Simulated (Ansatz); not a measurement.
An Ansatz input and the part of its output that reports the observables at the nuclei.

The cell is a Materials Project structure (computed, not necessarily an observed phase), atoms as given.

```yaml
crystal:
  lattice:
    - [5.2188355757, 0.0, 0.0]
    - [-1.2998970003, 5.4084941391, 0.0]
    - [-2.3879397992, -2.3022227352, 7.2362126743]
  atoms:
    - { symbol: Mg, position: [0.69351, 0.928276, 0.908623] }
    - { symbol: Mn, position: [0.040267, 0.496998, 0.4822], spin: 5.0 }
    - { symbol: Mn, position: [0.032931, 0.540741, 0.013206], spin: 5.0 }
    - { symbol: H, position: [0.555911, 0.469251, 0.694949] }
    - { symbol: H, position: [0.814695, 0.695957, 0.665016] }
    - { symbol: H, position: [0.435318, 0.500912, 0.305558] }
    - { symbol: H, position: [0.174356, 0.222862, 0.233821] }
    - { symbol: P, position: [0.298807, 0.153222, 0.790579] }
    - { symbol: P, position: [0.721465, 0.873733, 0.247184] }
    - { symbol: O, position: [0.599148, 0.265379, 0.948279] }
    - { symbol: O, position: [0.283661, 0.868616, 0.699848] }
    - { symbol: O, position: [0.449367, 0.764189, 0.066733] }
    - { symbol: O, position: [0.737041, 0.134091, 0.365283] }
    - { symbol: O, position: [0.294556, 0.317173, 0.653691] }
    - { symbol: O, position: [0.054107, 0.160418, 0.861632] }
    - { symbol: O, position: [0.738395, 0.674492, 0.358563] }
    - { symbol: O, position: [0.961224, 0.902132, 0.160532] }
    - { symbol: O, position: [0.220113, 0.416979, 0.269825] }
    - { symbol: O, position: [0.764774, 0.62172, 0.756623] }
magnetization:
  spin_polarized: true
kpoints:
  mp_grid: { grid: [5, 5, 3] }
scf:
  occupations: { method: fermi_dirac, width: 0.02 }
hamiltonian:
  xc: r2scan
  pseudopotentials: { kind: paw }
output:
  forces: true
  stress: true
  populations: true
  efg:
    quadrupole_moments_barn: { Mg: 0.1994, Mn: 0.33, H: 0.00285783, O: -0.02558 }
    contact_densities: true
  write_density: true
  write_potential: true
  elf: true
  volumetric_format: npy
```

```sh
ansatz run input.yaml --threads 2 --pin off --max-ram 5120MiB --backend cpu --events-out ev --progress --plain --runs-dir out
```

Of the output, the block on the nuclei alone is shown; the set-up, the SCF iterations, energies, forces and stress are cut. One atom of each set with nearly equal values is shown.

```
--- PAW observables at the nuclei: V_zz in 10²¹ V/m², potentials from the cell's mean, atoms counted from 1 ---
  atom   1  Mg V_zz =    -1.702026   η = 0.3794   by run symmetry: allowed   C_q = -8.2063 MHz
            electrostatic potential = -1100.893984 V   contact ρ = 7781.380678 e/Å³   contact ρ_s (e/Å³): all electrons -0.002625, valence -0.002245
  atom   2  Mn V_zz =    +6.125452   η = 0.4171   by run symmetry: allowed   C_q = +48.8772 MHz
            electrostatic potential = -3025.064427 V   contact ρ = 87684.541272 e/Å³   contact ρ_s (e/Å³): all electrons -3.745856, valence +6.628969
  atom   3  Mn V_zz =    +4.155109   η = 0.7907   by run symmetry: allowed   C_q = +33.1551 MHz
            electrostatic potential = -3025.004190 V   contact ρ = 87683.275609 e/Å³   contact ρ_s (e/Å³): all electrons +4.045967, valence -6.428027
  atom   4  H  V_zz =    +0.755393   η = 0.4509   by run symmetry: allowed   C_q = +0.0522 MHz
            electrostatic potential = -36.522820 V   contact ρ = 2.248063 e/Å³   contact ρ_s (e/Å³): all electrons -0.000902, valence -0.000915
  atom   5  H  V_zz =    +3.710740   η = 0.0323   by run symmetry: allowed   C_q = +0.2564 MHz
            electrostatic potential = -36.518496 V   contact ρ = 2.872298 e/Å³   contact ρ_s (e/Å³): all electrons -0.015027, valence -0.015433
  atom   6  H  V_zz =    +1.846011   η = 0.1222   by run symmetry: allowed   C_q = +0.1276 MHz
            electrostatic potential = -36.839294 V   contact ρ = 2.473863 e/Å³   contact ρ_s (e/Å³): all electrons +0.007435, valence +0.007507
  atom   7  H  V_zz =    +2.635320   η = 0.0754   by run symmetry: allowed   C_q = +0.1821 MHz
            electrostatic potential = -36.862851 V   contact ρ = 2.627473 e/Å³   contact ρ_s (e/Å³): all electrons +0.001268, valence +0.001282
  atom   8  P  V_zz =    -1.128780   η = 0.7910   by run symmetry: allowed
            electrostatic potential = -1487.414505 V   contact ρ = 15982.474694 e/Å³   contact ρ_s (e/Å³): all electrons +0.102135, valence +0.099120
  atom   9  P  V_zz =    -2.401545   η = 0.8548   by run symmetry: allowed
            electrostatic potential = -1487.814759 V   contact ρ = 15982.707997 e/Å³   contact ρ_s (e/Å³): all electrons +0.151309, valence +0.144844
  atom  10  O  V_zz =   +10.056972   η = 0.1986   by run symmetry: allowed   C_q = -6.2205 MHz
            electrostatic potential = -620.000605 V   contact ρ = 2150.926648 e/Å³   contact ρ_s (e/Å³): all electrons -0.441880, valence -0.454990
  atom  11  O  V_zz =    +9.810739   η = 0.3544   by run symmetry: allowed   C_q = -6.0682 MHz
            electrostatic potential = -619.827606 V   contact ρ = 2150.935337 e/Å³   contact ρ_s (e/Å³): all electrons +0.442452, valence +0.462035
  atom  12  O  V_zz =    +9.160668   η = 0.6307   by run symmetry: allowed   C_q = -5.6661 MHz
            electrostatic potential = -620.119707 V   contact ρ = 2150.952163 e/Å³   contact ρ_s (e/Å³): all electrons -0.437744, valence -0.474706
  atom  13  O  V_zz =    +9.574127   η = 0.3319   by run symmetry: allowed   C_q = -5.9218 MHz
            electrostatic potential = -620.531977 V   contact ρ = 2151.269008 e/Å³   contact ρ_s (e/Å³): all electrons +0.551872, valence +0.598362
  atom  14  O  V_zz =    +9.753035   η = 0.4969   by run symmetry: allowed   C_q = -6.0325 MHz
            electrostatic potential = -619.757547 V   contact ρ = 2150.842213 e/Å³   contact ρ_s (e/Å³): all electrons +0.545377, valence +0.564385
  atom  15  O  V_zz =    +9.674797   η = 0.3771   by run symmetry: allowed   C_q = -5.9841 MHz
            electrostatic potential = -619.816866 V   contact ρ = 2150.875881 e/Å³   contact ρ_s (e/Å³): all electrons -0.439019, valence -0.470218
  atom  16  O  V_zz =    +9.645332   η = 0.5422   by run symmetry: allowed   C_q = -5.9658 MHz
            electrostatic potential = -619.876624 V   contact ρ = 2151.017724 e/Å³   contact ρ_s (e/Å³): all electrons +0.556407, valence +0.588541
  atom  17  O  V_zz =    +8.258427   η = 0.3274   by run symmetry: allowed   C_q = -5.1080 MHz
            electrostatic potential = -619.818598 V   contact ρ = 2151.485035 e/Å³   contact ρ_s (e/Å³): all electrons -0.436898, valence -0.469227
  atom  18  O  V_zz =    -9.217775   η = 0.9300   by run symmetry: allowed   C_q = +5.7014 MHz
            electrostatic potential = -618.510522 V   contact ρ = 2149.516295 e/Å³   contact ρ_s (e/Å³): all electrons +0.043261, valence +0.053730
  atom  19  O  V_zz =   +11.739123   η = 0.7023   by run symmetry: allowed   C_q = -7.2609 MHz
            electrostatic potential = -618.504631 V   contact ρ = 2149.738689 e/Å³   contact ρ_s (e/Å³): all electrons -0.424921, valence -0.427744
```

The run took 11 min of wall time (22 min of CPU time) and 2.2 GiB at its peak, on 2 threads of Intel Xeon Processor @ 2.50GHz (Skylake/Cascade Lake) (x86_64; 62 cores open to the job, memory cap 5.0 GiB, no GPU), a shared host with a load of 0.9 a core.

At this cell the r2SCAN pressure is -5 GPa, so with r2SCAN the cell would shrink if it were relaxed. The entry's cell may itself be off. The largest force is 0.5 eV/Å, so the atoms aren't at the calculated equilibrium and relaxing them would move these values. The moments were started parallel, and the run ended with some of them reversed. The program didn't check the stability of this electronic state in full, so a lower one may lie near. The lattice is static: at room temperature water may turn and average the couplings of its hydrogen. The magnetic order is the one that the run reached from its start moments, not necessarily the measured one.
